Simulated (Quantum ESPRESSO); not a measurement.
Simulation results for Al3GeAs3C (made-up cell), Mg3GaO4 (made-up cell)

Computed with Quantum ESPRESSO 7.5. Calculation on a made-up crystal cell, not a measurement: periodic Kohn-Sham density functional theory in plane waves with PseudoDojo standard norm-conserving scalar-relativistic pseudopotentials, each functional with its own files (v0.5 for PBE, v0.4.1 for LDA and PBEsol), no spin polarisation, no spin-orbit coupling, atoms not relaxed, stress positive in tension, energies less a fixed whole-eV offset for each atom's element; levels are Kohn-Sham levels at fractions of this cell's reciprocal vectors, counted from the reference band (half the neutral cell's valence electrons, rounded up) at Gamma; error bars cover cutoff and k-mesh only, not smearing or the files; each bar is the largest change over components, and at least 0.002 eV, 0.002 eV per angstrom or 0.02 GPa; added strain carries the atoms with the cell, and shear is the tensor component; energies are for the whole cell, and the offsets were chosen from early runs and are not element reference energies.

Settings shared by all entries: lattice type zincblende/diamond; functional pbe; cutoff 1143 eV; fermi dirac smearing 0.1 eV; scf tolerance 1e-07 eV; electrons removed 0; k mesh 6 x 6 x 6, shifted by half a step.

(1) Al3GeAs3C (made-up cell)

Unstrained structure:
```
cell vectors (Å)
   5.8848     0.0557    -0.0033
   0.0557     5.7447    -0.0053
  -0.0033    -0.0053     5.7838
atoms (fractions of the cell vectors)
Al  0.00020 -0.00306  0.00321
Al -0.00056  0.50096  0.51085
Ge  0.49889 -0.00353  0.50856
Al  0.50611  0.49335  0.00703
As  0.24314  0.24753  0.24773
As  0.23360  0.75196  0.75368
C   0.75046  0.26781  0.75699
As  0.76037  0.74149  0.24388
```

```
added strain kind        : shear xy
added strain             : -0.0224
structure shown          : before the added strain of -0.0224
free energy less offsets : 5.53 eV
scf iterations           : 11
smearing term minus ts   : -0.02798 eV
pressure                 : -7.108 GPa
stress xx                : 7.985 GPa
stress yy                : 6.497 GPa
stress zz                : 6.844 GPa
stress yz                : -0.5798 GPa
stress xz                : -0.7724 GPa
stress xy                : -2.051 GPa
fermi level              : 0.1884 eV
reference band           : 36
error bar energy         : 0.003612 eV
error bar stress         : 0.02007 GPa
error bar force          : 0.006759 eV/Å
error bar next band up   : 0.003062 eV
error bar fermi level    : 0.01923 eV
error bars from          : tighter rerun of a related cell
```

Atoms:
```tsv
atoms element	atom site	atom energy offset (eV)
Al	1	-64
Al	2	-64
Ge	3	-2430
Al	4	-64
As	5	-2887
As	6	-2887
C	7	-163
As	8	-2887
```

Forces:
```tsv
site	x (eV/Å)	y (eV/Å)	z (eV/Å)
1	-1.399	1.566	-1.36
2	-1.657	-1.74	0.8026
3	1.383	1.521	0.846
4	0.8875	-1.164	-1.836
5	0.1864	0.1298	0.446
6	0.8693	-0.3531	0.4006
7	0.1503	-0.01022	0.1371
8	-0.4198	0.04951	0.5637
```

Levels:
```tsv
level k point	next band up (eV)
Gamma	0.1854
(1/2,1/2,1/2)	0.03096
(0.15,0,0)	0.4649
(0,0.15,0)	0.483
(0,0,0.15)	0.4967
```

(2) Al3GeAs3C (made-up cell)

Structure as in entry 1.

```
added strain kind        : shear xy
added strain             : -0.019
structure shown          : before the added strain of -0.019
free energy less offsets : 5.515 eV
scf iterations           : 11
smearing term minus ts   : -0.02796 eV
pressure                 : -7.157 GPa
stress xx                : 8.042 GPa
stress yy                : 6.549 GPa
stress zz                : 6.88 GPa
stress yz                : -0.59 GPa
stress xz                : -0.7541 GPa
stress xy                : -1.722 GPa
fermi level              : 0.1896 eV
reference band           : 36
error bar energy         : 0.003612 eV
error bar stress         : 0.02007 GPa
error bar force          : 0.006759 eV/Å
error bar next band up   : 0.003062 eV
error bar fermi level    : 0.01923 eV
error bars from          : tighter rerun of a related cell
```

Atoms:
```tsv
atoms element	atom site	atom energy offset (eV)
Al	1	-64
Al	2	-64
Ge	3	-2430
Al	4	-64
As	5	-2887
As	6	-2887
C	7	-163
As	8	-2887
```

Forces:
```tsv
site	x (eV/Å)	y (eV/Å)	z (eV/Å)
1	-1.422	1.59	-1.328
2	-1.631	-1.718	0.8313
3	1.364	1.498	0.8569
4	0.9008	-1.169	-1.819
5	0.186	0.1232	0.4055
6	0.8714	-0.3711	0.3512
7	0.1565	-0.007614	0.1819
8	-0.4257	0.05537	0.5195
```

Levels:
```tsv
level k point	next band up (eV)
Gamma	0.1878
(1/2,1/2,1/2)	0.03136
(0.15,0,0)	0.4663
(0,0.15,0)	0.4847
(0,0,0.15)	0.4969
```

(3) Al3GeAs3C (made-up cell)

Structure as in entry 1.

```
added strain kind        : shear xy
added strain             : -0.0069
structure shown          : before the added strain of -0.0069
free energy less offsets : 5.485 eV
scf iterations           : 11
smearing term minus ts   : -0.02813 eV
pressure                 : -7.28 GPa
stress xx                : 8.186 GPa
stress yy                : 6.68 GPa
stress zz                : 6.974 GPa
stress yz                : -0.6293 GPa
stress xz                : -0.6888 GPa
stress xy                : -0.5571 GPa
fermi level              : 0.197 eV
reference band           : 36
error bar energy         : 0.003612 eV
error bar stress         : 0.02007 GPa
error bar force          : 0.006759 eV/Å
error bar next band up   : 0.003062 eV
error bar fermi level    : 0.01923 eV
error bars from          : tighter rerun of a related cell
```

Atoms:
```tsv
atoms element	atom site	atom energy offset (eV)
Al	1	-64
Al	2	-64
Ge	3	-2430
Al	4	-64
As	5	-2887
As	6	-2887
C	7	-163
As	8	-2887
```

Forces:
```tsv
site	x (eV/Å)	y (eV/Å)	z (eV/Å)
1	-1.506	1.672	-1.214
2	-1.54	-1.642	0.9326
3	1.298	1.414	0.8979
4	0.9465	-1.189	-1.76
5	0.1864	0.1014	0.2637
6	0.8816	-0.434	0.1769
7	0.1786	0.0006922	0.3381
8	-0.4448	0.07701	0.3653
```

Levels:
```tsv
level k point	next band up (eV)
Gamma	0.2002
(1/2,1/2,1/2)	0.03831
(0.15,0,0)	0.4719
(0,0.15,0)	0.4918
(0,0,0.15)	0.4969
```

(4) Al3GeAs3C (made-up cell)

Structure as in entry 1.

```
added strain kind        : shear xy
added strain             : -0.002
structure shown          : before the added strain of -0.002
free energy less offsets : 5.481 eV
scf iterations           : 11
smearing term minus ts   : -0.02828 eV
pressure                 : -7.306 GPa
stress xx                : 8.216 GPa
stress yy                : 6.707 GPa
stress zz                : 6.995 GPa
stress yz                : -0.6439 GPa
stress xz                : -0.6607 GPa
stress xy                : -0.08848 GPa
fermi level              : 0.2011 eV
reference band           : 36
error bar energy         : 0.003612 eV
error bar stress         : 0.02007 GPa
error bar force          : 0.006759 eV/Å
error bar next band up   : 0.003062 eV
error bar fermi level    : 0.01923 eV
error bars from          : tighter rerun of this cell
```

Atoms:
```tsv
atoms element	atom site	atom energy offset (eV)
Al	1	-64
Al	2	-64
Ge	3	-2430
Al	4	-64
As	5	-2887
As	6	-2887
C	7	-163
As	8	-2887
```

Forces:
```tsv
site	x (eV/Å)	y (eV/Å)	z (eV/Å)
1	-1.54	1.707	-1.169
2	-1.503	-1.613	0.9742
3	1.272	1.381	0.915
4	0.9658	-1.197	-1.737
5	0.1858	0.09253	0.2072
6	0.8854	-0.46	0.1068
7	0.1872	0.003535	0.4001
8	-0.4535	0.08496	0.3035
```

Levels:
```tsv
level k point	next band up (eV)
Gamma	0.2069
(1/2,1/2,1/2)	0.0433
(0.15,0,0)	0.4741
(0,0.15,0)	0.4949
(0,0,0.15)	0.4965
```

(5) Al3GeAs3C (made-up cell)

Structure as in entry 1.

```
added strain kind        : shear xy
added strain             : 0.0031
structure shown          : before the added strain of 0.0031
free energy less offsets : 5.483 eV
scf iterations           : 11
smearing term minus ts   : -0.0285 eV
pressure                 : -7.318 GPa
stress xx                : 8.229 GPa
stress yy                : 6.719 GPa
stress zz                : 7.007 GPa
stress yz                : -0.6606 GPa
stress xz                : -0.6318 GPa
stress xy                : 0.399 GPa
fermi level              : 0.2064 eV
reference band           : 36
error bar energy         : 0.003612 eV
error bar stress         : 0.02007 GPa
error bar force          : 0.006759 eV/Å
error bar next band up   : 0.003062 eV
error bar fermi level    : 0.01923 eV
error bars from          : tighter rerun of a related cell
```

Atoms:
```tsv
atoms element	atom site	atom energy offset (eV)
Al	1	-64
Al	2	-64
Ge	3	-2430
Al	4	-64
As	5	-2887
As	6	-2887
C	7	-163
As	8	-2887
```

Forces:
```tsv
site	x (eV/Å)	y (eV/Å)	z (eV/Å)
1	-1.576	1.743	-1.123
2	-1.465	-1.582	1.018
3	1.246	1.346	0.9337
4	0.9858	-1.205	-1.715
5	0.1852	0.08325	0.1483
6	0.8898	-0.4861	0.03396
7	0.1959	0.006004	0.4639
8	-0.4614	0.09432	0.2399
```

Levels:
```tsv
level k point	next band up (eV)
Gamma	0.215
(1/2,1/2,1/2)	0.05001
(0.15,0,0)	0.4766
(0,0.15,0)	0.4984
(0,0,0.15)	0.4959
```

(6) Al3GeAs3C (made-up cell)

Structure as in entry 1.

```
added strain kind        : shear xy
added strain             : 0.0075
structure shown          : before the added strain of 0.0075
free energy less offsets : 5.489 eV
scf iterations           : 11
smearing term minus ts   : -0.02874 eV
pressure                 : -7.316 GPa
stress xx                : 8.224 GPa
stress yy                : 6.714 GPa
stress zz                : 7.008 GPa
stress yz                : -0.6739 GPa
stress xz                : -0.6065 GPa
stress xy                : 0.8194 GPa
fermi level              : 0.2118 eV
reference band           : 36
error bar energy         : 0.003612 eV
error bar stress         : 0.02007 GPa
error bar force          : 0.006759 eV/Å
error bar next band up   : 0.003062 eV
error bar fermi level    : 0.01923 eV
error bars from          : tighter rerun of a related cell
```

Atoms:
```tsv
atoms element	atom site	atom energy offset (eV)
Al	1	-64
Al	2	-64
Ge	3	-2430
Al	4	-64
As	5	-2887
As	6	-2887
C	7	-163
As	8	-2887
```

Forces:
```tsv
site	x (eV/Å)	y (eV/Å)	z (eV/Å)
1	-1.608	1.775	-1.083
2	-1.433	-1.556	1.055
3	1.225	1.317	0.9507
4	1.004	-1.213	-1.695
5	0.1841	0.07619	0.09799
6	0.8939	-0.5089	-0.02916
7	0.2035	0.007961	0.518
8	-0.4693	0.1015	0.1849
```

Levels:
```tsv
level k point	next band up (eV)
Gamma	0.2232
(1/2,1/2,1/2)	0.05718
(0.15,0,0)	0.479
(0,0.15,0)	0.5018
(0,0,0.15)	0.4954
```

(7) Al3GeAs3C (made-up cell)

Structure as in entry 1.

```
added strain kind        : shear xy
added strain             : 0.0164
structure shown          : before the added strain of 0.0164
free energy less offsets : 5.515 eV
scf iterations           : 11
smearing term minus ts   : -0.02936 eV
pressure                 : -7.279 GPa
stress xx                : 8.178 GPa
stress yy                : 6.672 GPa
stress zz                : 6.987 GPa
stress yz                : -0.7046 GPa
stress xz                : -0.5549 GPa
stress xy                : 1.668 GPa
fermi level              : 0.2251 eV
reference band           : 36
error bar energy         : 0.003612 eV
error bar stress         : 0.02007 GPa
error bar force          : 0.006759 eV/Å
error bar next band up   : 0.003062 eV
error bar fermi level    : 0.01923 eV
error bars from          : tighter rerun of a related cell
```

Atoms:
```tsv
atoms element	atom site	atom energy offset (eV)
Al	1	-64
Al	2	-64
Ge	3	-2430
Al	4	-64
As	5	-2887
As	6	-2887
C	7	-163
As	8	-2887
```

Forces:
```tsv
site	x (eV/Å)	y (eV/Å)	z (eV/Å)
1	-1.672	1.839	-1.002
2	-1.369	-1.504	1.133
3	1.182	1.259	0.9862
4	1.038	-1.229	-1.656
5	0.1828	0.06067	-0.004097
6	0.9023	-0.5545	-0.1573
7	0.2176	0.01075	0.6254
8	-0.4822	0.1183	0.07473
```

Levels:
```tsv
level k point	next band up (eV)
Gamma	0.2429
(1/2,1/2,1/2)	0.07515
(0.15,0,0)	0.4841
(0,0.15,0)	0.5093
(0,0,0.15)	0.4942
```

(8) Mg3GaO4 (made-up cell)

Unstrained structure:
```
cell vectors (Å)
   4.6804    -0.0509     0.0265
  -0.0509     4.7438    -0.0529
   0.0265    -0.0529     4.7283
atoms (fractions of the cell vectors)
Mg  0.00318  0.00207 -0.01740
Ga  0.00149  0.50456  0.49416
Mg  0.48695 -0.00038  0.50077
Mg  0.49788  0.49939  0.00091
O   0.24842  0.25228  0.26121
O   0.24930  0.74058  0.75718
O   0.76388  0.26498  0.74392
O   0.74461  0.74586  0.24809
```

```
added strain kind        : biaxial xx and yy
added strain             : -0.0217
structure shown          : before the added strain of -0.0217
free energy less offsets : 0.6077 eV
scf iterations           : 11
smearing term minus ts   : -0.04536 eV
pressure                 : 1.931 GPa
stress xx                : -2.655 GPa
stress yy                : -2.148 GPa
stress zz                : -0.9895 GPa
stress yz                : -1.609 GPa
stress xz                : 0.5246 GPa
stress xy                : -0.5996 GPa
error bar energy         : 0.00691 eV
error bar stress         : 0.0324 GPa
error bar force          : 0.008369 eV/Å
error bars from          : tighter rerun of this cell
```

Atoms:
```tsv
atoms element	atom site	atom energy offset (eV)
Mg	1	-1617
Ga	2	-2080
Mg	3	-1617
Mg	4	-1617
O	5	-452
O	6	-452
O	7	-452
O	8	-452
```

Forces:
```tsv
site	x (eV/Å)	y (eV/Å)	z (eV/Å)
1	-0.4253	0.01949	0.7995
2	-0.2401	0.2381	-0.1679
3	0.5654	-0.0647	-0.08111
4	0.05715	-0.09275	0.002408
5	-0.06754	-0.1678	-0.4201
6	0.1733	0.1478	-0.3017
7	-0.3872	-0.4782	0.01076
8	0.3243	0.398	0.1582
```
